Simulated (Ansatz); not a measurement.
Total density of states per atom from r²SCAN (plane waves, PAW; program Ansatz), in 0.25 eV bins, energy from the Fermi level:

(E (eV), states/eV/atom): (-7.85, 0.03); (-7.60, 0.04); (-7.35, 0.04); (-7.10, 0.00); (-6.85, 0.05); (-6.60, 0.48); (-6.35, 0.52); (-6.10, 0.45); (-5.85, 0.23); (-5.60, 0.43); (-5.35, 0.44); (-5.10, 0.45); (-4.85, 0.63); (-4.60, 1.02); (-4.35, 1.14); (-4.10, 0.96); (-3.85, 0.86); (-3.60, 0.88); (-3.35, 0.87); (-3.10, 0.63); (-2.85, 1.01); (-2.60, 0.92); (-2.35, 0.86); (-2.10, 0.71); (-1.85, 0.70); (-1.60, 0.67); (-1.35, 0.47); (-1.10, 0.48); (-0.85, 0.61); (-0.60, 0.57); (-0.35, 0.55); (-0.10, 0.41); (0.15, 0.74); (0.40, 0.89); (0.65, 0.80); (0.90, 0.75); (1.15, 0.61); (1.40, 0.46); (1.65, 0.56); (1.90, 0.64); (2.15, 0.89); (2.40, 1.05); (2.65, 0.90); (2.90, 0.75); (3.15, 0.48); (3.40, 0.43); (3.65, 0.49); (3.90, 0.41); (4.15, 0.53); (4.40, 0.50); (4.65, 0.48)

Q: Pick the material that matches.
A. Si2Ni, fluorite or antifluorite type
B. CoSi2, fluorite or antifluorite type
C. TaSiPt, Pnma (Ta on 4c, Si on 4c, Pt on 4c)
D. Si3Mo5, I4/mcm (Si on 8h, Si on 4a, Mo on 16k, Mo on 4b)

A: D, Si3Mo5, I4/mcm (Si on 8h, Si on 4a, Mo on 16k, Mo on 4b). Within 0.5 eV of the Fermi level: Mo 4d 88 %, Si 3p 5 %. Projections are on Löwdin-orthogonalised atomic valence shells; empty p or d shells of many metals are not among them.

The workflow started from a Materials Project entry (that database holds measured and hypothetical structures alike); the Crystallography Open Database files this formula in space group No. 140, but the cells were not matched. Whether it is the stable phase at ambient conditions was not checked. Symmetry was held in the r²SCAN relaxation; its stability against distortions is not shown here. No spin polarisation was allowed. Spin–orbit coupling is left out wherever it is not named.

Potentials: the later of the program's two PAW sets.
